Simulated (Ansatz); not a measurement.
TeW (CsCl type, Pm-3m) at seven volumes, the program Ansatz at the PBE level (PAW), scaled uniformly. One row is withheld.

| V (Å³/atom) | P (GPa) |
|---|---|
| 16.938 | ? |
| 17.497 | 12.37 |
| 18.055 | 5.66 |
| 18.613 | 0.00 |
| 19.172 | -4.81 |
| 19.730 | -8.87 |
| 20.289 | -12.27 |

### Question
Fit the shown pressures and predict the withheld one.

### Answer
Third-order Birch–Murnaghan: P = (3/2)B₀(x^(7/2) − x^(5/2))[1 + (3/4)(B′ − 4)(x − 1)] with x = (V₀/V)^(2/3). Least squares on the six rows gives V₀ = 18.612 Å³/atom, B₀ = 173.6 GPa, B′ = 4.62. At V = 16.938, x = 1.0648 and P = 20.35 GPa. The run itself gave 20.39 GPa.

The cell is a constructed one: a structure type filled with these elements; neither database checked (COD, Materials Project) lists it. Its standing as an ambient phase is unchecked. Symmetry was held in the PBE relaxation; whether a distortion lowers the energy is not shown. The run is not spin-polarised. Scalar-relativistic: spin–orbit coupling is off unless named, which matters more the heavier the elements.

Potentials: the earlier of the program's two PAW sets.
